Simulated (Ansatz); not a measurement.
Input, command and steps of an Ansatz relaxation.

```yaml
crystal:
  lattice:
    - [4.0990008097, 0.0, 0.0]
    - [-2.0495004048, 3.5498388313, 0.0]
    - [0.0, 0.0, 6.572]
  atoms:
    - { symbol: Mn, position: [0.3333333333, 0.6666666667, 0.36944], spin: 3.77 }
    - { symbol: Mn, position: [0.6666666667, 0.3333333333, 0.63056], spin: 3.77 }
    - { symbol: Zn, position: [0.0, 0.0, 0.0] }
    - { symbol: As, position: [0.3333333333, 0.6666666667, 0.76793] }
    - { symbol: As, position: [0.6666666667, 0.3333333333, 0.23207] }
basis:
  ecutwfc: 420
kpoints:
  mp_grid: { grid: [6, 6, 4] }
hamiltonian:
  xc: pbe
scf:
  occupations: { method: gaussian, width: 0.1 }
  lower_state_search: "off"
output:
  forces: true
  stress: true
  eigenvalues: true
  populations: true
magnetization:
  spin_polarized: true
relax:
  adjacent_minimum: "off"
  f_tol: 0.04
  max_steps: 70
  cell: { stress_tol: 0.4 }
```

```bash
ansatz run input.yaml --threads 1 --pin off --max-ram 2560MiB --backend cpu --events-out ev --progress --plain --runs-dir out
```

The calculation used DFT PBE, scalar-relativistic, plane waves, PAW in Ansatz.

Of 7 frames 7 are shown, positions in Å and forces in eV/Å; the SCF threshold varies from step to step. Steps run on the plane waves of an earlier cell, with a Pulay correction in the pressure. The basis is chosen afresh for the last frame, the zero of the energies, and at times for earlier ones too; energy and pressure can step there, also at an unchanged geometry. Where two frames share a geometry here, they differ by under 2 meV/atom and 0.3 GPa. The mark taken_back stands on steps that the optimiser undid.

```xyz
5
Lattice="4.0990 0.0000 0.0000 -2.0495 3.5498 0.0000 0.0000 0.0000 6.5720" Properties=species:S:1:pos:R:3:forces:R:3 pbc="T T T" step=1 free_energy_over_end_meV_per_atom=47.91 pressure_GPa=-3.57
Mn    0.0000    2.3666    2.4280    0.0000    0.0000    0.3202
Mn    2.0495    1.1833    4.1440    0.0000    0.0000   -0.3202
Zn    0.0000    0.0000    0.0000    0.0000    0.0000    0.0000
As    0.0000    2.3666    5.0468    0.0000    0.0000   -0.5447
As    2.0495    1.1833    1.5252    0.0000    0.0000    0.5447
5
Lattice="4.0344 0.0000 0.0000 -2.0172 3.4939 0.0000 0.0000 0.0000 6.5155" Properties=species:S:1:pos:R:3:forces:R:3 pbc="T T T" step=2 free_energy_over_end_meV_per_atom=16.82 pressure_GPa=-3.10
Mn    0.0000    2.3292    2.4551    0.0000    0.0000    0.0679
Mn    2.0172    1.1646    4.0605    0.0000    0.0000   -0.0679
Zn    0.0000    0.0000    0.0000    0.0000    0.0000    0.0000
As    0.0000    2.3292    4.9610    0.0000    0.0000   -0.4219
As    2.0172    1.1646    1.5546    0.0000    0.0000    0.4219
5
Lattice="3.8376 0.0000 0.0000 -1.9188 3.3234 0.0000 0.0000 0.0000 6.2777" Properties=species:S:1:pos:R:3:forces:R:3 pbc="T T T" step=3 free_energy_over_end_meV_per_atom=38.47 pressure_GPa=6.41 taken_back
Mn    0.0000    2.2156    2.3805    0.0000    0.0000   -0.2511
Mn    1.9188    1.1078    3.8972    0.0000    0.0000    0.2511
Zn    0.0000    0.0000    0.0000    0.0000    0.0000    0.0000
As    0.0000    2.2156    4.6794    0.0000    0.0000    0.9556
As    1.9188    1.1078    1.5983    0.0000    0.0000   -0.9556
5
Lattice="3.9663 0.0000 0.0000 -1.9832 3.4349 0.0000 0.0000 0.0000 6.4125" Properties=species:S:1:pos:R:3:forces:R:3 pbc="T T T" step=4 free_energy_over_end_meV_per_atom=1.01 pressure_GPa=-0.84
Mn    0.0000    2.2900    2.4147    0.0000    0.0000    0.0988
Mn    1.9832    1.1450    3.9978    0.0000    0.0000   -0.0988
Zn    0.0000    0.0000    0.0000    0.0000    0.0000    0.0000
As    0.0000    2.2900    4.8561    0.0000    0.0000   -0.1312
As    1.9832    1.1450    1.5565    0.0000    0.0000    0.1312
5
Lattice="3.9323 0.0000 0.0000 -1.9662 3.4055 0.0000 0.0000 0.0000 6.4255" Properties=species:S:1:pos:R:3:forces:R:3 pbc="T T T" step=5 free_energy_over_end_meV_per_atom=-0.24 pressure_GPa=0.33
Mn    0.0000    2.2703    2.4316    0.0000    0.0000    0.0696
Mn    1.9662    1.1352    3.9940    0.0000    0.0000   -0.0696
Zn    0.0000    0.0000    0.0000    0.0000    0.0000    0.0000
As    0.0000    2.2703    4.8567    0.0000    0.0000    0.0162
As    1.9662    1.1352    1.5688    0.0000    0.0000   -0.0162
5
Lattice="3.9312 0.0000 0.0000 -1.9656 3.4046 0.0000 0.0000 0.0000 6.4644" Properties=species:S:1:pos:R:3:forces:R:3 pbc="T T T" step=6 free_energy_over_end_meV_per_atom=-0.52 pressure_GPa=-0.04
Mn    0.0000    2.2697    2.4572    0.0000    0.0000    0.0199
Mn    1.9656    1.1349    4.0072    0.0000    0.0000   -0.0199
Zn    0.0000    0.0000    0.0000    0.0000    0.0000    0.0000
As    0.0000    2.2697    4.8853    0.0000    0.0000    0.0044
As    1.9656    1.1349    1.5791    0.0000    0.0000   -0.0044
5
Lattice="3.9312 0.0000 0.0000 -1.9656 3.4046 0.0000 0.0000 0.0000 6.4644" Properties=species:S:1:pos:R:3:forces:R:3 pbc="T T T" step=7 free_energy_over_end_meV_per_atom=0.00 pressure_GPa=-0.05
Mn    0.0000    2.2697    2.4572    0.0000    0.0000    0.0201
Mn    1.9656    1.1349    4.0072    0.0000    0.0000   -0.0201
Zn    0.0000    0.0000    0.0000    0.0000    0.0000    0.0000
As    0.0000    2.2697    4.8853    0.0000    0.0000    0.0039
As    1.9656    1.1349    1.5791    0.0000    0.0000   -0.0039
```

It took 2.3 min on 1 thread of Arm Neoverse V1, with other jobs on the host, peak memory 0.51 GiB.

The k mesh is coarse. Only parallel moments were tried here.